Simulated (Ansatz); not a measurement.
Cd (hcp, Mg type)

```yaml
crystal:
  lattice:
    - [2.96206, 0.00000, 0.00000]
    - [-1.48103, 2.56522, 0.00000]
    - [0.00000, 0.00000, 5.80108]
  atoms:
    - { symbol: Cd, position: [0.33333, 0.66667, 0.75000] }
    - { symbol: Cd, position: [0.66667, 0.33333, 0.25000] }
```

The slice is a (0001) plane (indices of the conventional cell) through the point (0.667, 0.333, 0.250) (fractional), spanned by u = [110] and v = [1 -1 0] in vectors of this cell: u (2.96 Å) and v (5.13 Å, at 90° to u). It covers one period; positions are fractions (u, v).

All values below come from r2SCAN (plane waves to 500 eV, PAW, scalar-relativistic; Ansatz, a quantum-chemistry and plane-wave program). k mesh 18×18×8. These are valence fields of a PAW run, semicore shells included where kept as valence: close to a nucleus they are smooth pseudo fields. Cd was relaxed with its symmetry unable to fall. The PAW data are Ansatz's earlier set.

Three fields on this plane, each scaled to ten steps between its own extremes (0 low, 9 high; the total valence density on a logarithmic scale, the potential cut 8 eV below its top; x marks points blanked near nuclei; v = 0 in the bottom row):

Map A
```
|xxxxx93239xxxx|
|xxxxx72127xxxx|
|xxxx9410149xxx|
|xxx952000259xx|
|98742100012478|
|33222233322223|
|11124789874211|
|01259xxxxx9521|
|0149xxxxxxx941|
|127xxxxxxxxx72|
|239xxxxxxxxx93|
|249xxxxxxxxx94|
|239xxxxxxxxx93|
|127xxxxxxxxx72|
|0149xxxxxxx941|
|00259xxxxx9520|
|00124789874210|
|33222233322223|
|98742111112478|
|xxx952101259xx|
|xxxx9410149xxx|
|xxxxx72127xxxx|
|xxxxx93239xxxx|
|xxxxx94249xxxx|
```

Map B
```
|xxxxx00300xxxx|
|xxxxx01410xxxx|
|xxxx1035301xxx|
|xxx002565200xx|
|00002344432000|
|11232110112321|
|76520001000256|
|97300xxxxx0037|
|8500xxxxxxx005|
|520xxxxxxxxx02|
|310xxxxxxxxx01|
|300xxxxxxxxx00|
|300xxxxxxxxx00|
|410xxxxxxxxx01|
|5301xxxxxxx103|
|65200xxxxx0025|
|44320000000234|
|01123211123211|
|10002567652000|
|xxx003797300xx|
|xxxx0058500xxx|
|xxxxx02520xxxx|
|xxxxx01310xxxx|
|xxxxx00300xxxx|
```

Map C
```
|xxxxx06860xxxx|
|xxxxx37873xxxx|
|xxxx0689860xxx|
|xxx057999750xx|
|00367899987630|
|77777776777777|
|99876300036789|
|99850xxxxx0589|
|9860xxxxxxx068|
|873xxxxxxxxx37|
|860xxxxxxxxx06|
|760xxxxxxxxx06|
|860xxxxxxxxx06|
|873xxxxxxxxx37|
|9860xxxxxxx068|
|99750xxxxx0579|
|99876300036789|
|67777777777777|
|00367899987630|
|xxx058999850xx|
|xxxx0689860xxx|
|xxxxx37873xxxx|
|xxxxx06860xxxx|
|xxxxx06760xxxx|
```

Task: Assign the maps to these fields: electron localisation function (ELF); valence electron density; electrostatic potential energy of an electron, from the cell's mean.

Result: A is the valence electron density; B is the electron localisation function (ELF); C is the electrostatic potential energy of an electron, from the cell's mean.
